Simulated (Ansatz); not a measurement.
Data:

AlCo:
```cif
data_AlCo
_chemical_formula_sum 'Al1 Co1'
_space_group_name_H-M_alt 'P 1'
_space_group_IT_number 1
_cell_length_a 2.85198
_cell_length_b 2.85198
_cell_length_c 2.85198
_cell_angle_alpha 90.000
_cell_angle_beta 90.000
_cell_angle_gamma 90.000
loop_
_space_group_symop_operation_xyz
  'x, y, z'
loop_
_atom_site_label
_atom_site_type_symbol
_atom_site_fract_x
_atom_site_fract_y
_atom_site_fract_z
_atom_site_occupancy
Al1 Al 0.00000 0.00000 0.00000 1
Co1 Co 0.50000 0.50000 0.50000 1
```

This is the PBE-relaxed structure.

**Question.** All from plane-wave PAW PBE (Ansatz code), unless another level is named. Estimate the formation energy from the elements (no fitted shifts).

**Answer.** -0.59 eV/atom.

**Question.** Predict the density of states at the Fermi level.

**Answer.** 0.33 states/eV per atom (mean over ±0.08 eV).

Space group Pm-3m (CsCl type). The PBE relaxation kept the symmetry of its start; phonons on a q-mesh show no instability. The run is not spin-polarised. The references are the lowest solids computed at this level, not always the standard phases.

Potentials: the later of the program's two PAW sets.
